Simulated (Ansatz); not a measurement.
WSe₃ under pressure

Method: DFT PBEsol, scalar-relativistic, plane waves, PAW in Ansatz. Plane waves to 420 eV; Γ-centred k mesh 10×10×10; Fermi-Dirac smearing of 0.15 eV. No spin polarisation. Phonons by linear response, acoustic sum rule imposed.

Equilibrium structure at this level:
```xyz
4
Lattice="4.8914 0.0000 0.0000 0.0000 4.8914 0.0000 0.0000 0.0000 4.8914" Properties=species:S:1:pos:R:3 pbc="T T T"
W     0.0000    0.0000    0.0000
Se    0.0000    0.0000    2.4457
Se    0.0000    2.4457    0.0000
Se    2.4457    0.0000    0.0000
```

Its imaginary modes show that this cell, built by swapping an element in a database structure, isn't a minimum of the energy. In a metal, frequencies and elastic constants depend on the k mesh and the smearing, soft modes and shear constants most. Spin–orbit coupling is left out, which matters for heavy elements. A semilocal functional can close a gap that the real compound has.

**Question.** The cell is relaxed again at 8 and 25 GPa. How do volume, gap and optical modes at Γ (cm⁻¹, counted from the lowest optical one; a degenerate one stands once) change?

**Answer.**
```csv
,0 GPa,8 GPa,25 GPa
V/V0,1.000,0.922,0.822
gap (eV),0.00,0.00,0.00
mode 1,42i,32i,61i
mode 4,42,24,52i
mode 7,243,310,405
```